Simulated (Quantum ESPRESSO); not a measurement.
## Nb2Al2TaMo2Zn (input and log of a self-consistent run)

Computed values, not a measurement. The program is pw.x of Quantum ESPRESSO 7.5 (plane-wave density functional theory). The cell is made up: eight metal atoms on a face-centred cubic lattice, with elements, volume, strain and displacements drawn at random and not relaxed, so it may be unstable or far from any real phase. PseudoDojo standard norm-conserving files set the functional (PBE unless stated); there is no spin polarisation or spin-orbit coupling, the Fermi-Dirac width of 0.25 eV means electrons at about 2900 K, and the masses in the input are unused placeholders. Heavy elements are run without spin-orbit coupling, which real alloys of them have. A spin test at this wide smearing found no moment, but such smearing suppresses magnetism that the real alloy may have.

Input:

```
&control calculation='scf', pseudo_dir='./dojo.nc.sr.pbe.v0_5.standard.upf', outdir='./o', disk_io='minimal', tprnfor=.true., tstress=.true. /
&system ibrav=0, nat=8, ntyp=5, nbnd=63, ecutwfc=92.02030273, nosym=.true., tot_charge=0,
 occupations='smearing', smearing='fd', degauss=0.0183746611
/
&electrons conv_thr=1.470e-08, electron_maxstep=70, mixing_beta=0.5 /
ATOMIC_SPECIES
Al 1.0 Al.upf
Mo 1.0 Mo.upf
Nb 1.0 Nb.upf
Ta 1.0 Ta.upf
Zn 1.0 Zn.upf
CELL_PARAMETERS angstrom
-3.9606 0.0356 -0.0296
0.0652 -4.1258 4.0313
-0.0386 6.1227 1.9496
ATOMIC_POSITIONS angstrom
Nb -0.0867 -0.0489 -0.0954
Al 0.0881 2.0162 1.9656
Ta 0.0115 -2.3581 2.0957
Al 0.1029 -0.0883 4.0843
Nb -1.8641 4.0599 1.9306
Mo -2.0748 -0.0399 2.0297
Zn -2.1162 2.1802 3.9174
Mo -1.8338 -2.1282 3.7962
K_POINTS automatic
6 5 4 1 1 1
```

The log is shortened where brackets say so; the opening notice, blank lines, dates and the lines on written files are dropped, and the path of the files is cut. It prints rydbergs, bohrs and kilobars, and counts compression as positive stress. Its total energy is the free energy E - TS of the whole cell.

```
     Program PWSCF v.7.5
     Parallel version (MPI & OpenMP), running on       4 processor cores
     Number of MPI processes:                 4
     Threads/MPI process:                     1
     [start-up lines left out]
     bravais-lattice index     =            0
     lattice parameter (alat)  =       7.4850  a.u.
     unit-cell volume          =     874.5695 (a.u.)^3
     number of atoms/cell      =            8
     number of atomic types    =            5
     number of electrons       =        93.00
     number of Kohn-Sham states=           63
     kinetic-energy cutoff     =      92.0203  Ry
     charge density cutoff     =     368.0812  Ry
     scf convergence threshold =      1.5E-08
     mixing beta               =       0.5000
     number of iterations used =            8  plain     mixing
     Exchange-correlation= PBE
                           (   1   4   3   4   0   0   0)
     [axes and pseudopotential details left out]
   Cartesian axes
     site n.     atom                  positions (alat units)
         1        Nb     tau(   1) = (  -0.0218891  -0.0123458  -0.0240856  )
         2        Al     tau(   2) = (   0.0222426   0.5090295   0.4962545  )
         3        Ta     tau(   3) = (   0.0029034  -0.5953489   0.5291009  )
         4        Al     tau(   4) = (   0.0259791  -0.0222931   1.0311622  )
         5        Nb     tau(   5) = (  -0.4706289   1.0250019   0.4874181  )
         6        Mo     tau(   6) = (  -0.5238242  -0.0100735   0.5124378  )
         7        Zn     tau(   7) = (  -0.5342765   0.5504345   0.9890250  )
         8        Mo     tau(   8) = (  -0.4629790  -0.5373061   0.9584257  )
     number of k points=    60  Fermi-Dirac smearing, width (Ry)=  0.0184
                       cart. coord. in units 2pi/alat
        k(    1) = (  -0.0840344   0.0366668   0.1371384), wk =   0.0333333
        k(    2) = (  -0.0838709   0.1586463   0.2619746), wk =   0.0333333
     [further k points left out]
     Dense  grid:   104265 G-vectors     FFT dimensions: (  45,  72,  75)
     Estimated max dynamical RAM per process >     374.20 MB
     Estimated total dynamical RAM >       1.39 GB
     Initial potential from superposition of free atoms
     starting charge      92.9865, renormalised to      93.0000
     Starting wfcs are   68 randomized atomic wfcs
     total cpu time spent up to now is        5.8 secs
     per-process dynamical memory:   296.0 Mb
     Self-consistent Calculation
     iteration #  1     ecut=    92.02 Ry     beta= 0.50
     Davidson diagonalization with overlap
     ethr =  1.00E-02,  avg # of iterations =  4.0
     total cpu time spent up to now is       20.7 secs
     total energy              =   -1087.14042880 Ry
     estimated scf accuracy    <       1.36925189 Ry
     iteration #  2     ecut=    92.02 Ry     beta= 0.50
     Davidson diagonalization with overlap
     ethr =  1.47E-03,  avg # of iterations =  3.4
     total cpu time spent up to now is       35.7 secs
     total energy              =   -1086.80754720 Ry
     estimated scf accuracy    <       8.22601498 Ry
     iteration #  3     ecut=    92.02 Ry     beta= 0.50
     Davidson diagonalization with overlap
     ethr =  1.47E-03,  avg # of iterations =  2.0
     total cpu time spent up to now is       49.1 secs
     total energy              =   -1087.55965019 Ry
     estimated scf accuracy    <       1.72035059 Ry
     iteration #  4     ecut=    92.02 Ry     beta= 0.50
     Davidson diagonalization with overlap
     ethr =  1.47E-03,  avg # of iterations =  1.9
     total cpu time spent up to now is       60.4 secs
     total energy              =   -1087.72145943 Ry
     estimated scf accuracy    <       0.18113071 Ry
     iteration #  5     ecut=    92.02 Ry     beta= 0.50
     Davidson diagonalization with overlap
     ethr =  1.95E-04,  avg # of iterations =  2.6
     total cpu time spent up to now is       72.7 secs
     total energy              =   -1087.73806279 Ry
     estimated scf accuracy    <       0.04670254 Ry
     [iterations 6 to 11 left out]
     iteration # 12     ecut=    92.02 Ry     beta= 0.50
     Davidson diagonalization with overlap
     ethr =  4.39E-09,  avg # of iterations =  2.3
     total cpu time spent up to now is      158.0 secs
     total energy              =   -1087.74895560 Ry
     estimated scf accuracy    <       0.00000016 Ry
     iteration # 13     ecut=    92.02 Ry     beta= 0.50
     Davidson diagonalization with overlap
     ethr =  1.77E-10,  avg # of iterations =  4.5
     total cpu time spent up to now is      171.6 secs
     total energy              =   -1087.74895563 Ry
     estimated scf accuracy    <       0.00000003 Ry
     iteration # 14     ecut=    92.02 Ry     beta= 0.50
     Davidson diagonalization with overlap
     ethr =  3.76E-11,  avg # of iterations =  2.0
     total cpu time spent up to now is      183.6 secs
     total energy              =   -1087.74895563 Ry
     estimated scf accuracy    <       0.00000002 Ry
     iteration # 15     ecut=    92.02 Ry     beta= 0.50
     Davidson diagonalization with overlap
     ethr =  1.94E-11,  avg # of iterations =  1.9
     total cpu time spent up to now is      194.7 secs
     total energy              =   -1087.74895563 Ry
     estimated scf accuracy    <       0.00000002 Ry
     iteration # 16     ecut=    92.02 Ry     beta= 0.50
     Davidson diagonalization with overlap
     ethr =  1.78E-11,  avg # of iterations =  1.0
     total cpu time spent up to now is      205.0 secs
     End of self-consistent calculation
     [lines on levels left out]
!    total energy              =   -1087.74895563 Ry
     estimated scf accuracy    <          2.4E-09 Ry
     smearing contrib. (-TS)   =      -0.09775239 Ry
     internal energy E=F+TS    =   -1087.65120324 Ry
     The total energy is F=E-TS. E is the sum of the following terms:
     one-electron contribution =    -528.73175866 Ry
     hartree contribution      =     308.26680176 Ry
     xc contribution           =    -172.71379060 Ry
     ewald contribution        =    -694.47245574 Ry
     convergence has been achieved in  16 iterations
     Forces acting on atoms (cartesian axes, Ry/au):
     atom    1 type  3   force =     0.02981264   -0.03026905    0.09103481
     atom    2 type  1   force =    -0.01902860   -0.03576408   -0.03044529
     atom    3 type  4   force =     0.00287477    0.15806488   -0.05285068
     atom    4 type  1   force =    -0.00183661   -0.01468125   -0.05087595
     atom    5 type  3   force =    -0.04230198   -0.02953029   -0.01625597
     atom    6 type  2   force =     0.02966012    0.02920950    0.00993994
     atom    7 type  5   force =     0.04479922   -0.11176657   -0.02014391
     atom    8 type  2   force =    -0.04397956    0.03473685    0.06959706
     Total force =     0.266271     Total SCF correction =     0.000174
     Computing stress (Cartesian axis) and pressure
          total   stress  (Ry/bohr**3)                   (kbar)     P=      100.35
   0.00066042  -0.00012048  -0.00020193           97.15      -17.72      -29.70
  -0.00012048   0.00079275   0.00008906          -17.72      116.62       13.10
  -0.00020193   0.00008906   0.00059336          -29.70       13.10       87.29
     init_run     :      5.44s CPU      5.66s WALL (       1 calls)
     electrons    :    197.51s CPU    199.31s WALL (       1 calls)
     forces       :      1.94s CPU      1.96s WALL (       1 calls)
     stress       :      6.79s CPU      6.81s WALL (       1 calls)
     [timing details left out]
     PWSCF        :   3m31.84s CPU   3m33.90s WALL
     JOB DONE.
```

In other units: free energy -14799.578 eV for the cell, pressure 10.04 GPa, largest force component 4.064 eV/Å in size. The run took 216 s of wall time with four MPI processes on a shared machine (Intel Xeon, 2023 or later, virtual cores), so the time is rough. A rerun of this cell at a higher cutoff and on a denser mesh moved values by no more than 0.002 eV in energy, 0.02 GPa in stress and 0.003 eV/Å in force, and a second program with other atomic files agreed on that cell to 2 % rms in force and 0.5 GPa in pressure.